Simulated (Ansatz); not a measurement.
NbCuN2:
```yaml
crystal:
  lattice:
    - [1.57235, 0.90779, 5.78333]
    - [-1.57235, 0.90779, 5.78333]
    - [0.00000, -1.81559, 5.78333]
  atoms:
    - { symbol: Nb, position: [0.50000, 0.50000, 0.50000] }
    - { symbol: Cu, position: [0.00000, 0.00000, 0.00000] }
    - { symbol: N, position: [0.10576, 0.10576, 0.10576] }
    - { symbol: N, position: [0.89424, 0.89424, 0.89424] }
```

Plane-wave PAW r²SCAN (Ansatz code) gives a gap of 0.46 eV without spin–orbit coupling, maximum at T, minimum at L.

What happens when spin–orbit coupling is switched on?

The gap drops by 0.04 eV, to 0.42 eV; maximum at T, minimum at L.

Give the electron effective mass with spin–orbit coupling.

0.15, 0.38, 1.1 mₑ (principal values).

Give the hole effective mass with spin–orbit coupling.

0.21, 0.21, 0.55 mₑ (principal values).

Space group R-3m. The start of the workflow was typed in or built on a structure type; neither database checked (COD, Materials Project) lists it. Whether it is the stable phase at ambient conditions was not checked. The cell was relaxed with r²SCAN under the symmetry of its start; its stability against distortions is not shown here. The workflow began spin-polarised and lost its moments.

Potentials: the later of the program's two PAW sets.
